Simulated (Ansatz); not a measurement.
Te$_{2}$Mo in space group P6_3/mmc (No. 194; Te on 4f, Mo on 2c), the program Ansatz at the LDA level (PAW). The conduction-band minimum lies on the K–Γ line, 41 % of the way from K, with 6 equivalent valleys. Second derivatives d²E/dk² of the lowest band at one valley (eV·Å²), along Cartesian directions:

```
direction  d²E/dk²
---------  -------
[100]        14.01
[010]        19.13
[001]        18.71
[110]        20.93
[101]        16.37
[011]        18.93
```

Task: Find the principal effective masses, the density-of-states mass and the conductivity mass.

Result: Off-diagonal terms follow from H_xy = H[110] − (H_xx + H_yy)/2, and m*/mₑ = 7.620 eV·Å² over each eigenvalue: 0.35, 0.41, 0.66. One valley's DOS mass (m₁m₂m₃)^(1/3) = 0.46, conductivity mass 3/(Σ 1/mᵢ) = 0.44 mₑ.

Task: What effective density of states Nc follows at 300 K for parabolic valleys?

Result: Nc = 2.509e19 × 6 × (0.46)^(3/2) ≈ 4.7e19 cm⁻³.

Symmetry was held in the LDA relaxation. The run is not spin-polarised. A crystal of weakly bound layers computed without a dispersion correction: the cell and the soft elastic constants depend strongly on that. Spin–orbit coupling is left out wherever it is not named.

Potentials: the earlier of the program's two PAW sets. The files were generated under PBE; for other functionals the program regenerates the frozen cores, and for LDA and PBEsol the local potential too.

Edges and masses are those of Kohn–Sham bands, whose gap is no quasiparticle gap.
